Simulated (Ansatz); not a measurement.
The relaxed structure here is a generated cell of VSi2: the first start was made by placing the elements on the sites of a structure type, and the end was not matched to a known phase here, so it may be hypothetical.

One starting cell of VSi2 (a generated cell, VSi2 placed in the AFLOW prototype A2B_tI12_141_e_a (C5, as in TiO2)) was relaxed twice with Ansatz (plane waves, PAW, scalar-relativistic): with r2SCAN at 500 eV and with PBE at 420 eV. The r2SCAN result:

Space group I4₁/amd, origin choice 1 (No. 141); a = b = 4.7693 Å, c = 8.0544 Å, α = β = γ = 90.00°

| atom | site | symmetry | x | y | z |
|---|---|---|---|---|---|
| Si | 8e | 2mm. | 0.0000 | 0.0000 | 0.3081 |
| V | 4a | -4m2 | 0.0000 | 0.0000 | 0.0000 |
(The calculation used a cell of 6 atoms; values per cell refer to that cell.)

| quantity | r2SCAN | PBE |
|---|---|---|
| space group | I4₁/amd | I4₁/amd |
| volume (Å³/atom) | 15.27 | … |
| a (Å) | 4.769 | … |
| c (Å) | 8.054 | … |
| gap (eV, no spin-orbit coupling) | 0.00 | … |

What does PBE give for the same quantities?


- volume (Å³/atom), PBE: 15.33
- a (Å), PBE: 4.787
- c (Å), PBE: 8.027
- gap (eV, no spin-orbit coupling), PBE: 0.00

Both levels end in the same structure; PBE's volume is within 0.5 % of r2SCAN's. Neither column is exact.

No spin polarisation in the result.

The run could not lose the symmetry of its start, so the end can be a saddle point.

Ansatz is a quantum-chemistry and plane-wave program.
